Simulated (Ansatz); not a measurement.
GaAs (zinc blende, F-43m), PBE (plane waves, PAW; program Ansatz): ε∞ = 15.8, cell volume 47.39 Å³. Infrared-active transverse modes:

```csv
ω_TO (cm⁻¹),oscillator strength S_xx (e²/amu)
252.2,0.1357
```

Question: Compute the static dielectric constant.

Answer: Each mode adds (4.921e7/V) S/ω²: 2.21. So ε0 = 18.1.

Question: What LO frequency does the Lyddane–Sachs–Teller relation give?

Answer: ω_LO = ω_TO √(ε0/ε∞) = 269 cm⁻¹.

Symmetry was held in the PBE relaxation; phonons on a q-mesh show no instability. Scalar-relativistic: spin–orbit coupling is off unless named, which matters more the heavier the elements.

Potentials: the later of the program's two PAW sets.
